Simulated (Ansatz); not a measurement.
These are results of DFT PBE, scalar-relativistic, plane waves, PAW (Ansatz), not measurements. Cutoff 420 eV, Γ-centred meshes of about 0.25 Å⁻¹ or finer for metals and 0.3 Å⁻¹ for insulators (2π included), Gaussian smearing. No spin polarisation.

All energies are static (0 K, no zero-point motion).

Two relaxed structures of ZrNb2N4:

A.

```
Zr Nb N
1.0
     3.10817   -4.28287    0.00000
     3.10817    4.28287    0.00000
     0.00000    0.00000    3.17775
Zr Nb N
1 2 4
Direct
  0.00000 0.00000 0.00000
  0.50000 0.00000 0.50000
  0.00000 0.50000 0.50000
  0.23846 0.23846 0.50000
  0.76154 0.76154 0.50000
  0.74571 0.25429 0.00000
  0.25429 0.74571 0.00000
```

B.

```
Zr Nb N
1.0
     3.66028    0.00000    0.00000
     0.00000    4.28842    0.00000
     0.00000    0.00000    6.35899
Zr Nb N
1 2 4
Direct
  0.00000 0.00000 0.63375
  0.50000 0.00000 0.17312
  0.50000 0.50000 0.84740
  0.00000 0.50000 0.70993
  0.50000 0.50000 0.15151
  0.50000 0.00000 0.84149
  0.00000 0.00000 0.30944
```

Question: Which is lower in energy, and by how much?

Answer: They are level within the accuracy (under 1 meV/atom apart). A has space group Cmmm (No. 65), 12.1 Å³/atom and no gap on its mesh; B has space group Pmm2 (No. 25), 14.3 Å³/atom and no gap. Counting N atoms around Nb and Zr (those within 1.25 times the shortest such distance or 1.15 times the sum of covalent radii, 1.27 where that leaves under three), A has Zr 6, Nb 6 and B has Zr 5, Nb 5. In A, around Zr lie 6 N at 2.17–2.18 Å, 8 Nb at 3.09 Å and 2 Zr at 3.18 Å; Nb has 6 N at 2.14–2.22 Å and 4 Zr at 3.09 Å; N on a site of symmetry 2mm has 2 Nb at 2.14 Å and 2 Zr at 2.17 Å; 1 more site not described. In B, Zr has 1 N at 2.06 Å, 4 N at 2.20–2.26 Å, 4 Nb at 3.13 Å and 2 Nb at 3.45 Å; Nb on its first site is surrounded by 5 N at 2.03–2.15 Å, 2 Nb at 2.98 Å and 2 Zr at 3.45 Å; around N on its first site lie 2 Nb at 2.03 Å and 2 Zr at 2.20 Å; 4 more sites not described. Both come from trial cells of a structure search, whose lowest cell (P2/m, 12.3 Å³/atom) lies 113 meV/atom below the lower of the two.

For metals, differences of a few meV/atom aren't resolved. Cells relaxed within their symmetry can be saddle points. Some structure types and database cells were kept out of the candidates from the start, so a known form may be missing.
